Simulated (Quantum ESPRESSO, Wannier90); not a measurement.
Tight-binding from DFT: Ag (fcc (Cu type))

Structure: Materials Project mp-124, symmetrised, not relaxed again. This is the element's usual structure. Level: LDA, no spin polarisation, no spin-orbit coupling; pw.x of Quantum ESPRESSO at 69 Ry with PseudoDojo potentials, 10×10×10 k-points, Wannier90. Density: 18×18×18 mesh, cold smearing 0.01 Ry.

On the energy scale of pw.x, whose zero is arbitrary, the Fermi level lies at 16.65 eV.

Input w.win:

```
num_bands = 3
num_wann = 3
exclude_bands = 1,5-21
num_iter = 800
conv_tol = 1.0e-6
conv_window = 4
write_hr = true
write_u_matrices = true
auto_projections = true
begin unit_cell_cart
ang
    0.0000000000    2.0521800000    2.0521800000
    2.0521800000    0.0000000000    2.0521800000
    2.0521800000    2.0521800000    0.0000000000
end unit_cell_cart
begin atoms_frac
Ag   0.0000000000  0.0000000000  0.0000000000
end atoms_frac
mp_grid = 10 10 10
begin kpoints
0.0000000000 0.0000000000 0.0000000000
0.0000000000 0.0000000000 0.1000000000
0.0000000000 0.0000000000 0.2000000000
... (997 more lines: the 10x10x10 mesh through Gamma)
end kpoints
```

Input of pw2wannier90.x that gives the overlap and projection files (equivalent; here they were cut from one run over all bands):

```
&inputpp
  outdir = './out'
  prefix = 'pwscf'
  seedname = 'w'
  write_amn = .true.
  write_mmn = .true.
  atom_proj = .true.
  atom_proj_exclude = 1 5 6 7 8 9 10
/
```

Output w.wout (banner and timings cut):

```
                                    ------
                                    SYSTEM
                                    ------

                              Lattice Vectors (Ang)
                    a_1     0.000000   2.052180   2.052180
                    a_2     2.052180   0.000000   2.052180
                    a_3     2.052180   2.052180   0.000000

                   Unit Cell Volume:      17.28528  (Ang^3)

                        Reciprocal-Space Vectors (Ang^-1)
                    b_1    -1.530856   1.530856   1.530856
                    b_2     1.530856  -1.530856   1.530856
                    b_3     1.530856   1.530856  -1.530856

 *----------------------------------------------------------------------------*
 |   Site       Fractional Coordinate          Cartesian Coordinate (Ang)     |
 +----------------------------------------------------------------------------+
 | ag   1   0.00000   0.00000   0.00000   |    0.00000   0.00000   0.00000    |
 *----------------------------------------------------------------------------*
                                ------------
                                K-POINT GRID
                                ------------

             Grid size = 10 x 10 x 10      Total points = 1000

 *---------------------------------- MAIN ------------------------------------*
 |  Number of Wannier Functions               :                 3             |
 |  Number of Objective Wannier Functions     :                 3             |
 |  Number of input Bloch states              :                 3             |
 |  Output verbosity (1=low, 5=high)          :                 1             |
 |  Timing Level (1=low, 5=high)              :                 1             |
 |  Optimisation (0=memory, 3=speed)          :                 3             |
 |  Length Unit                               :               Ang             |
 |  Post-processing setup (write *.nnkp)      :                 F             |
 |  Using Gamma-only branch of algorithms     :                 F             |
 *----------------------------------------------------------------------------*
 *------------------------------- WANNIERISE ---------------------------------*
 |  Total number of iterations                :               800             |
 |  Number of CG steps before reset           :                 5             |
 |  Trial step length for line search         :             2.000             |
 |  Convergence tolerence                     :         0.100E-05             |
 |  Convergence window                        :                 4             |
 |  Iterations between writing output         :                 1             |
 |  Iterations between backing up to disk     :               100             |
 |  Write r^2_nm to file                      :                 F             |
 |  Write xyz WF centres to file              :                 F             |
 |  Write on-site energies <0n|H|0n> to file  :                 F             |
 |  Use guiding centre to control phases      :                 F             |
 |  Use phases for initial projections        :                 F             |
 *----------------------------------------------------------------------------*
 *-------------------------------- PLOTTING ----------------------------------*
 |  Plotting Hamiltonian in WF basis          :                 T             |
 *----------------------------------------------------------------------------*

 *---------------------------------- K-MESH ----------------------------------*
 +----------------------------------------------------------------------------+
 |                    Distance to Nearest-Neighbour Shells                    |
 |                    ------------------------------------                    |
 |          Shell             Distance (Ang^-1)          Multiplicity         |
 |          -----             -----------------          ------------         |
 |             1                   0.265152                      8            |
 |             2                   0.306171                      6            |
 |             3                   0.432992                     12            |
 |             4                   0.507728                     24            |
 |             5                   0.530304                      8            |
 |             6                   0.612343                      6            |
 |             7                   0.667285                     24            |
 |             8                   0.684620                     24            |
       ... (lines left out)
 +----------------------------------------------------------------------------+
 | The b-vectors are chosen automatically                                     |
 | The following shells are used:                       1                     |
 +----------------------------------------------------------------------------+
 |                        Shell   # Nearest-Neighbours                        |
 |                        -----   --------------------                        |
 |                          1               8                                 |
 +----------------------------------------------------------------------------+
 | Completeness relation is fully satisfied [Eq. (B1), PRB 56, 12847 (1997)]  |
 +----------------------------------------------------------------------------+
 |                  b_k Vectors (Ang^-1) and Weights (Ang^2)                  |
 |                  ----------------------------------------                  |
 |            No.         b_k(x)      b_k(y)      b_k(z)        w_b           |
 |            ---        --------------------------------     --------        |
 |             1         0.153086    0.153086   -0.153086     5.333855        |
 |             2         0.153086   -0.153086    0.153086     5.333855        |
 |             3        -0.153086    0.153086    0.153086     5.333855        |
 |             4         0.153086    0.153086    0.153086     5.333855        |
 |             5        -0.153086   -0.153086    0.153086     5.333855        |
 |             6        -0.153086    0.153086   -0.153086     5.333855        |
 |             7         0.153086   -0.153086   -0.153086     5.333855        |
 |             8        -0.153086   -0.153086   -0.153086     5.333855        |
 +----------------------------------------------------------------------------+
 |                           b_k Directions (Ang^-1)                          |
 |                           -----------------------                          |
 |            No.           x           y           z                         |
 |            ---        --------------------------------                     |
 |             1         0.153086    0.153086   -0.153086                     |
 |             2         0.153086   -0.153086    0.153086                     |
 |             3        -0.153086    0.153086    0.153086                     |
 |             4         0.153086    0.153086    0.153086                     |
 +----------------------------------------------------------------------------+

 Starting a new Wannier90 calculation ...

 Reading overlaps from w.mmn

 Reading projections from w.amn

 *------------------------------- WANNIERISE ---------------------------------*
 +--------------------------------------------------------------------+<-- CONV
 | Iter  Delta Spread     RMS Gradient      Spread (Ang^2)            |<-- CONV
 +--------------------------------------------------------------------+<-- CONV

 ------------------------------------------------------------------------------
 Initial State
  WF centre and spread    1  ( -0.000000, -0.000000,  0.000000 )     0.31804593
  WF centre and spread    2  (  0.000000,  0.000000, -0.000000 )     0.31804593
  WF centre and spread    3  (  0.000000, -0.000000,  0.000000 )     0.31804593
  Sum of centres and spreads (  0.000000, -0.000000,  0.000000 )     0.95413779

      0     0.954E+00     0.0000000000        0.9541377942  <-- CONV
        O_D=      0.0000000 O_OD=      0.0005711 O_TOT=      0.9541378 <-- SPRD
 ------------------------------------------------------------------------------
      1    -0.122E-14     0.0000003186        0.9541377942  <-- CONV
        O_D=      0.0000000 O_OD=      0.0005711 O_TOT=      0.9541378 <-- SPRD
      2    -0.233E-14     0.0000003180        0.9541377942  <-- CONV
        O_D=      0.0000000 O_OD=      0.0005711 O_TOT=      0.9541378 <-- SPRD
      3    -0.355E-14     0.0000003166        0.9541377942  <-- CONV
        O_D=      0.0000000 O_OD=      0.0005711 O_TOT=      0.9541378 <-- SPRD
      4    -0.455E-14     0.0000003146        0.9541377942  <-- CONV
        O_D=      0.0000000 O_OD=      0.0005711 O_TOT=      0.9541378 <-- SPRD
             <<<     Delta < 1.000E-06  over  4 iterations     >>>
             <<< Wannierisation convergence criteria satisfied >>>
 Final State
  WF centre and spread    1  ( -0.000000, -0.000000,  0.000000 )     0.31804593
  WF centre and spread    2  (  0.000000,  0.000000, -0.000000 )     0.31804593
  WF centre and spread    3  (  0.000000, -0.000000,  0.000000 )     0.31804593
  Sum of centres and spreads (  0.000000, -0.000000,  0.000000 )     0.95413779

         Spreads (Ang^2)       Omega I      =     0.953566666
        ================       Omega D      =     0.000000000
                               Omega OD     =     0.000571128
    Final Spread (Ang^2)       Omega Total  =     0.954137794
```
